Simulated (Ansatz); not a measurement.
Data:

AlN:
```cif
data_Al4N4
_chemical_formula_sum 'Al4 N4'
_space_group_name_H-M_alt 'P 1'
_space_group_IT_number 1
_cell_length_a 5.29389
_cell_length_b 5.29389
_cell_length_c 3.10871
_cell_angle_alpha 90.000
_cell_angle_beta 90.000
_cell_angle_gamma 90.000
loop_
_space_group_symop_operation_xyz
  'x, y, z'
loop_
_atom_site_label
_atom_site_type_symbol
_atom_site_fract_x
_atom_site_fract_y
_atom_site_fract_z
_atom_site_occupancy
Al1 Al 0.32286 0.67714 0.00000 1
Al2 Al 0.67714 0.32286 0.00000 1
Al3 Al 0.82286 0.82286 0.50000 1
Al4 Al 0.17714 0.17714 0.50000 1
N1 N 0.31530 0.31530 0.00000 1
N2 N 0.68470 0.68470 0.00000 1
N3 N 0.18470 0.81530 0.50000 1
N4 N 0.81530 0.18470 0.50000 1
```

This is the PBEsol-relaxed structure.

Q: All from PBEsol (plane waves, PAW; program Ansatz), unless another level is named. Give the zero-point energy.

A: 95.6 meV/atom.

Q: Next, the vibrational entropy at 300 K?

A: 10.9 J/(K·mol of atoms).

Q: Give the Poisson's ratio.

A: 0.28.

Q: And the highest zone-centre frequency (without LO–TO term)?

A: 804 cm^-1.

Space group P4_2/mnm. The start of the workflow was typed in or built on a structure type; neither database checked (COD, Materials Project) lists it. It is not the phase usual at ambient conditions (space group No. 186, 216). The cell was relaxed with PBEsol under the symmetry of its start; whether a distortion lowers the energy is not shown.

Potentials: the earlier of the program's two PAW sets. The files were generated under PBE; for other functionals the program regenerates the frozen cores, and for LDA and PBEsol the local potential too.
